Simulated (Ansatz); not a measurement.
## MgO$_{2}$ (R-3m), an elastic constant from a strain scan

Computed with Ansatz 0.2.0, DFT r2SCAN, scalar-relativistic, plane waves, PAW. Settings: plane waves to 500 eV, k-mesh 12×12×12 (Γ-centred), Gaussian smearing 0.05 eV. No spin polarisation. Energies are free energies at this smearing, counted from the undisturbed cell; pressure is positive in compression.

The starting cell (relaxed at this level; it needn't be the usual structure):

```xyz
3
Lattice="1.5785 0.9113 3.4619 -1.5785 0.9113 3.4619 0.0000 -1.8227 3.4619" Properties=species:S:1:pos:R:3 pbc="T T T"
Mg    0.0000    0.0000    0.0000
O     0.0000    0.0000    4.4568
O     0.0000    0.0000    5.9291
```

The cell is strained by ε times the Voigt pattern (1, 1, 0, 0, 0, 0) (xx, yy, zz, yz, xz, xy; engineering shear) with fractional coordinates fixed. The cell holds 3 atoms in V0 = 29.88 Å³. The stress column is τ = (1/V0) dE/dε, got from the stress tensor σ (compression positive) at each point as −det(1 + εP) σ : P(1 + εP)⁻¹, with P the pattern as a tensor.

```csv
ε,ΔE (meV/atom),τ (GPa)
-0.0200,8.377,-13.818
-0.0150,4.652,-10.171
-0.0100,2.041,-6.655
-0.0050,0.503,-3.263
0.0000,0.000,0.008
0.0050,0.496,3.161
0.0100,1.953,6.201
0.0150,4.341,9.131
0.0175,5.872,10.555
0.0200,?,?
```

Q: Which combination of elastic constants does this scan measure, and how large is it?

A: For small ε, τ = τ0 + Kε with K = pᵀCp, which for this pattern is C11 + C22 + 2 C12 in the Cartesian frame shown. The parabola through τ at ε = -0.0050, 0 and 0.0050 has slope K = 642 GPa at zero. The energies per cell, E = NΔE, of the same two points give K = 2[E(ε₊)/ε₊ − E(ε₋)/ε₋]/[(ε₊ − ε₋)V0] = 643 GPa, in agreement. These are clamped-ion values.

Q: Predict the withheld row at ε = 0.0200 from the harmonic law, and compare.

A: ΔE = V0(τ0 ε + Kε²/2)/N = 7.996 meV/atom and τ = 12.85 GPa. The calculation gives 7.621 meV/atom and 11.95 GPa, a miss of 4.7 % of the harmonic energy, so the harmonic law still holds on this side, though at ε = -0.0200 the energy lies 5 % above it.

Forces appear on the atoms along this scan, and letting them relax would lower the energy and soften the response.

Cost: 10 runs of about 0.57 core-minutes in all, on AMD EPYC 9R45 (Zen 5) (shared hosts).